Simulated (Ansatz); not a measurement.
Input and command of a calculation in Ansatz (plane waves; scalar-relativistic PAW potentials unless the input names others):

```yaml
crystal:
  lattice:
    - [2.6446281562, 1.5268767779, 4.6474442989]
    - [-2.6446281562, 1.5268767779, 4.6474442989]
    - [0.0, -3.0537535557, 4.6474442989]
  atoms:
    - { symbol: Li, position: [0.25, 0.25, 0.25] }
    - { symbol: Li, position: [0.75, 0.75, 0.75] }
    - { symbol: Nb, position: [0.0, 0.0, 0.0] }
    - { symbol: Nb, position: [0.5, 0.5, 0.5] }
    - { symbol: O, position: [0.1338370352, 0.3661629648, 0.75] }
    - { symbol: O, position: [0.75, 0.1338370352, 0.3661629648] }
    - { symbol: O, position: [0.3661629648, 0.75, 0.1338370352] }
    - { symbol: O, position: [0.25, 0.8661629648, 0.6338370352] }
    - { symbol: O, position: [0.8661629648, 0.6338370352, 0.25] }
    - { symbol: O, position: [0.6338370352, 0.25, 0.8661629648] }
basis:
  ecutwfc: 500
kpoints:
  mp_grid: { grid: [6, 5, 7] }
hamiltonian:
  xc: r2scan
scf:
  occupations: { method: gaussian, width: 0.02 }
  max_iter: 100
output:
  forces: true
  eigenvalues: true
  stress: true
relax:
  adjacent_minimum: "off"
  f_tol: 0.01
  max_steps: 30
  cell: { stress_tol: 0.1, fix: [volume] }
```

```bash
ansatz run input.yaml --threads 2 --pin off --max-ram 5120MiB --backend cpu --events-out ev --progress --plain --runs-dir out
```

Abridged log:
```
Warning: crystal.symmetry: narrowed to the stabiliser of the k-point mesh — unitary ops 12 → 2; excluded 10 operations that carry a point of the 6×5×7 mesh (shift [0, 0, 0]) off the mesh (the run samples exactly the mesh kpoints.mp_grid names, as under crystal.symmetry.detect: false, and its converged state has the mesh's symmetry, not the crystal's; ε∞, the Born charges and the force constants of a linear response (`dielectric:` by the response, `phonons.method: dfpt`) are averaged over those of the crystal's operations that the state keeps within a tolerance, where `mesh_tensors`, `unaverage ...
Basis set: ecut = 500 eV, 2837 PW (Γ), exchange–correlation on 180×180×180 points (64 copies of the dense FFT grid, shifted against one another)
Bands: 44, of which v1, the nominal top of the filled ones, is band 34 counted from 1 (33 counted from 0)
Symmetry: 2 space group operations
k-points: 106 of 210
SCF iter   1: F=—  HF=-12960.875157 eV  |F-HF|=—  |Δ(HF+E_count)|=         —  Δρ=1.80e-2  dr2=5.29e-1  dr2_τ=5.31e-1  ethr=1.77e-3  ⟨swp⟩=6.3  Hψ=18074  notcnv=0  defer=9
SCF iter   2: F=—  HF=-12960.884510 eV  |F-HF|=—  |Δ(HF+E_count)|=   9.35e-3  Δρ=8.43e-3  dr2=2.98e-2  dr2_τ=3.27e-2  ethr=7.78e-4  ⟨swp⟩=2.5  Hψ=8171  notcnv=0  defer=385
SCF iter   3: F=—  HF=-12960.880975 eV  |F-HF|=—  |Δ(HF+E_count)|=   3.53e-3  Δρ=3.16e-3  dr2=6.80e-3  dr2_τ=6.38e-4  ethr=4.39e-5  ⟨swp⟩=2.0  Hψ=7492  notcnv=0  defer=385
SCF iter   4: F=—  HF=-12960.880197 eV  |F-HF|=—  |Δ(HF+E_count)|=   7.78e-4  Δρ=1.03e-3  dr2=5.58e-4  dr2_τ=7.39e-5  ethr=1.00e-5  ⟨swp⟩=2.0  Hψ=6862  notcnv=0  defer=385
SCF iter   5: F=—  HF=-12960.880278 eV  |F-HF|=—  |Δ(HF+E_count)|=   8.08e-5  Δρ=1.67e-4  dr2=2.79e-5  dr2_τ=1.84e-6  ethr=8.21e-7  ⟨swp⟩=2.3  Hψ=7867  notcnv=0  defer=385
SCF iter   6: F=—  HF=-12960.880472 eV  |F-HF|=—  |Δ(HF+E_count)|=   1.95e-4  Δρ=1.54e-5  dr2=2.20e-7  dr2_τ=2.07e-8  ethr=4.11e-8  ⟨swp⟩=2.9  Hψ=7851  notcnv=0  defer=385
SCF iter   7: F=-12960.880472 eV  HF=-12960.880472 eV  |F-HF|=7.58e-8  |Δ(HF+E_count)|=   1.15e-7  Δρ=1.02e-5  dr2=9.88e-8  dr2_τ=1.24e-8  ethr=1.47e-10  ⟨swp⟩=9.5  Hψ=19611  notcnv=0
SCF 1 converged in 7 iterations: F = -12960.880472 eV  dr2 = 9.88e-8
relax step   1: F+E_penalty+E_count = -12960.88047218 eV  Δ(F+E_penalty+E_count) = +0.000e0 eV  max|allowed force component| = 2.146e-1 eV/Å  Δτ_max = 0.0000 Å  P = -9.917 GPa  Ω = 112.599 Å³  fix = [volume]  reactions: volume -9.917 GPa (7 SCF iters, dr2 threshold 1.00e-7 eV, accepted)
Basis set: ecut = 500 eV, 2849 PW (Γ), exchange–correlation on 180×180×180 points (64 copies of the dense FFT grid, shifted against one another)
Initial density: handed on by an earlier stage of this run
Initial wavefunctions: those handed on with the density
SCF iter   1: F=—  HF=-12960.891657 eV  |F-HF|=—  |Δ(HF+E_count)|=         —  Δρ=1.62e-3  dr2=2.93e-3  dr2_τ=8.09e-2  ethr=4.22e-6  ⟨swp⟩=3.3  Hψ=20174  notcnv=0
   ...
SCF iter   5: F=—  HF=-12960.900552 eV  |F-HF|=—  |Δ(HF+E_count)|=   1.19e-5  Δρ=7.71e-5  dr2=5.65e-6  dr2_τ=3.79e-7  ethr=3.24e-8  ⟨swp⟩=2.3  Hψ=6769  notcnv=0
SCF iter   6: F=—  HF=-12960.900553 eV  |F-HF|=—  |Δ(HF+E_count)|=   1.23e-6  Δρ=3.60e-5  dr2=1.15e-6  dr2_τ=5.32e-8  ethr=8.31e-9  ⟨swp⟩=1.6  Hψ=6745  notcnv=0
SCF iter   7: F=-12960.900553 eV  HF=-12960.900553 eV  |F-HF|=1.34e-9  |Δ(HF+E_count)|=   1.31e-7  Δρ=6.08e-6  dr2=3.98e-8  dr2_τ=1.76e-9  ethr=1.47e-9  ⟨swp⟩=5.7  Hψ=14520  notcnv=0
SCF 3 converged in 7 iterations: F = -12960.900553 eV  dr2 = 3.98e-8
relax step   3: F+E_penalty+E_count = -12960.90055337 eV  Δ(F+E_penalty+E_count) = -7.731e-3 eV  max|allowed force component| = 5.687e-3 eV/Å  Δτ_max = 0.0135 Å  P = -8.028 GPa  Ω = 112.599 Å³  energy of the carried Pulay correction = +3.774e-17 eV  fix = [volume]  reactions: volume -8.028 GPa (7 SCF iters, dr2 threshold 1.00e-6 eV, accepted)
Initial wavefunctions: pseudopotential atomic-orbital guess (no wavefunctions were taken with the density)
SCF iter   1: F=—  HF=-12960.900346 eV  |F-HF|=—  |Δ(HF+E_count)|=         —  Δρ=5.58e-5  dr2=1.14e-7  dr2_τ=4.62e-8  ethr=4.09e-8  ⟨swp⟩=3.5  Hψ=30782  notcnv=0
SCF iter   2: F=—  HF=-12960.900552 eV  |F-HF|=—  |Δ(HF+E_count)|=   2.06e-4  Δρ=2.82e-5  dr2=3.72e-8  dr2_τ=4.33e-7  ethr=1.67e-10  ⟨swp⟩=2.0  Hψ=8238  notcnv=0
SCF iter   3: F=—  HF=-12960.900554 eV  |F-HF|=—  |Δ(HF+E_count)|=   2.14e-6  Δρ=4.92e-6  dr2=2.04e-8  dr2_τ=6.73e-9  ethr=5.47e-11  ⟨swp⟩=2.0  Hψ=8056  notcnv=0
SCF iter   4: F=—  HF=-12960.900554 eV  |F-HF|=—  |Δ(HF+E_count)|=   5.35e-9  Δρ=1.75e-6  dr2=1.08e-9  dr2_τ=1.40e-9  ethr=3.01e-11  ⟨swp⟩=2.7  Hψ=7076  notcnv=0
SCF iter   5: F=-12960.900554 eV  HF=-12960.900554 eV  |F-HF|=6.91e-11  |Δ(HF+E_count)|=   6.10e-9  Δρ=4.73e-7  dr2=1.90e-10  dr2_τ=6.33e-11  ethr=1.00e-12  ⟨swp⟩=4.2  Hψ=14436  notcnv=0
SCF 4 converged in 5 iterations: F = -12960.900554 eV  dr2 = 1.90e-10
SCF converged after 5 iterations
Free energy (F): -12960.900554 eV
Harris-Foulkes:  -12960.900554 eV  (|F-HF|=6.91e-11)
Internal energy: -12960.900554 eV  (E = F + TS)
E sigma→0 (E₀):  -12960.900554 eV
Fermi energy:    7.796201 eV
--- Forces (eV/Å), atoms counted from 1 ---
  atom   1  Li     0.00000544     0.00000203    -0.00000107
  atom   2  Li    -0.00000544    -0.00000203     0.00000107
  atom   3  Nb     0.00000000     0.00000000     0.00000000
  atom   4  Nb     0.00000000     0.00000000     0.00000000
  atom   5  O      0.00559258     0.00001475     0.00000677
  atom   6  O     -0.00277642     0.00485900    -0.00000028
  atom   7  O     -0.00280233    -0.00484789    -0.00001279
  atom   8  O      0.00277642    -0.00485900     0.00000028
  atom   9  O     -0.00559258    -0.00001475    -0.00000677
  atom  10  O      0.00280233     0.00484789     0.00001279
--- Stress (GPa, compression-positive) ---
       -8.015351       0.000095      -0.000011
        0.000095      -8.015648      -0.000028
       -0.000011      -0.000028      -8.051682
  P = ⅓ Tr σ = -8.0276 GPa (-80.276 kbar)
--- Relaxed structure (3 steps of the walk, 3 accepted, 1 SCFs on fresh bases) ---
  F+E_penalty+E_count = -12960.90055408 eV   max|allowed force component| = 5.593e-3 eV/Å   (the final SCF, on the basis selected at the relaxed cell)
  cell:  # Å, volume = 112.5989 Å³
    - [2.64745230, 1.52851509, 4.63748959]
    - [-2.64747865, 1.52852575, 4.63750109]
    - [-3.94171785e-6, -3.05701952, 4.63748833]
  atoms:
    - { symbol: Li, position: [0.24999551, 0.25000231, 0.25000164] }
    - { symbol: Li, position: [0.75000448, 0.74999768, 0.74999835] }
    - { symbol: Nb, position: [0.0, 0.0, 0.0] }
    - { symbol: Nb, position: [0.50000000, 0.49999999, 0.5] }
    - { symbol: O, position: [0.13973258, 0.36026713, 0.74999922] }
    - { symbol: O, position: [0.75000058, 0.13973331, 0.36026689] }
    - { symbol: O, position: [0.36026851, 0.75000027, 0.13973162] }
    - { symbol: O, position: [0.24999941, 0.86026668, 0.63973310] }
    - { symbol: O, position: [0.86026741, 0.63973286, 0.25000077] }
    - { symbol: O, position: [0.63973148, 0.24999972, 0.86026837] }
```

One setting here is unusual or wrong in general: a mesh that breaks the symmetry (kpoints.mp_grid.grid: [6, 6, 6] → [6, 5, 7]). For this cell it did little harm to the result: the run converged in 25 SCF iterations over all its steps (reference: 25) with an energy at zero smearing within 0.01 meV/atom of the reference's, pressure -8.03 GPa, largest force 0.006 eV/Å, gap on the mesh 2.79 eV. The program drops the symmetry operations that the mesh breaks, which leaves more k-points to solve, 106 here. A reference run from the same start on usual settings converged, and the end of its own relaxation has pressure -8.03 GPa, largest force 0.006 eV/Å, gap on the mesh 2.78 eV (its cell was held, or driven to that pressure on purpose).

It took 110 s on 2 threads of Intel(R) Xeon(R) Platinum 8259CL CPU @ 2.50GHz (Skylake/Cascade Lake), with other jobs on the host, peak memory 1.2 GiB.